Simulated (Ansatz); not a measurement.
Relaxed-ion elastic tensor of Cd₂TeS in space group P3m1 (No. 156; Cd on 1c, Cd on 1a, Te on 1a, S on 1c) in GPa (Voigt order), plane-wave PAW r²SCAN (Ansatz code); density 5.30 g/cm³, 30.10 Å³ per atom.

```
68.2  38.7  33.3   1.7   0.0   0.0
38.7  68.2  33.3  -1.7   0.0   0.0
33.3  33.3  80.4   0.0   0.0   0.0
 1.7  -1.7   0.0  12.1   0.0   0.0
 0.0   0.0   0.0   0.0  12.1   1.7
 0.0   0.0   0.0   0.0   1.7  14.8
```

Q: Is the crystal mechanically stable?

A: Yes: the smallest eigenvalue of C is 11.3 GPa.

Q: Work out the Voigt, Reuss and Hill averages.

A: K_V = 47.5, K_R = 47.4, K_H = 47.5; G_V = 15.2, G_R = 14.3, G_H = 14.7 GPa.

Q: Give Young's modulus, Poisson's ratio, Pugh's ratio and the universal anisotropy index.

A: E = 9KG/(3K + G) = 40.1 GPa; ν = 0.36; K/G = 3.22 (ductile by the Pugh limit of 1.75); A_U = 5G_V/G_R + K_V/K_R − 6 = 0.33.

Q: Estimate the sound speeds and the Debye temperature.

A: v_l = √((K + 4G/3)/ρ) = 3560 m/s, v_t = √(G/ρ) = 1670 m/s, mean 1880 m/s; Θ = (h/k)(3n/4πV)^(1/3) v_m = 180 K.

Q: How much does each axis shrink under pressure?

A: Linear compressibilities β_i = Σ_j S_ij (j = 1 to 3): x 7.4, y 7.4, z 6.3 per TPa.

The first step of the workflow began from a Materials Project structure, measured or hypothetical; the Crystallography Open Database copy checked does not list it. Its standing as an ambient phase is unchecked. The cell was relaxed with r²SCAN under the symmetry of its start; of distortions, only those at the zone centre were tested. Spin–orbit coupling is left out wherever it is not named.

Potentials: the later of the program's two PAW sets.
